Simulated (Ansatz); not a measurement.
Input and command of a plane-wave DFT calculation in Ansatz:

```yaml
crystal:
  lattice:
    - [3.7642855129, 0.0, 0.0]
    - [0.0, 3.7642855129, 0.0]
    - [0.0, 0.0, 8.5028841436]
  atoms:
    - { symbol: Ti, position: [0.0, 0.0, 0.0] }
    - { symbol: Ti, position: [0.5, 0.5, 0.5] }
    - { symbol: Ga, position: [0.5, 0.5, 0.0] }
    - { symbol: Ga, position: [0.0, 0.5, 0.25] }
    - { symbol: Ga, position: [0.5, 0.0, 0.25] }
    - { symbol: Ga, position: [0.0, 0.0, 0.5] }
    - { symbol: Ga, position: [0.5, 0.0, 0.75] }
    - { symbol: Ga, position: [0.0, 0.5, 0.75] }
basis:
  ecutwfc: 420
kpoints:
  mp_grid: { grid: [10, 10, 4] }
hamiltonian:
  xc: pbesol
scf:
  occupations: { method: gaussian, width: 0.1 }
output:
  forces: true
  stress: true
  eigenvalues: true
relax:
  adjacent_minimum: "off"
  f_tol: 0.008
  max_steps: 40
  cell: { stress_tol: 0.015, fix: [c, angles] }
```

```bash
ansatz run input.yaml --threads 1 --pin off --max-ram 2560MiB --backend cpu --events-out ev --progress --plain --runs-dir out
```

Processor: AMD EPYC 9R45 96-Core Processor (Zen 5), 1 thread, on a host shared with other jobs.

Problem. How long does it run, and how much memory does it take?

Solution. About 37 s on 1 thread of AMD EPYC 9R45 96-Core Processor (Zen 5) (shared host), peak memory 0.7 GiB. It solves 62 bands at 63 k points (the mesh reduced by symmetry) with about 2341 plane waves (on the last cell), in 28 SCF iterations over 4 ionic steps.
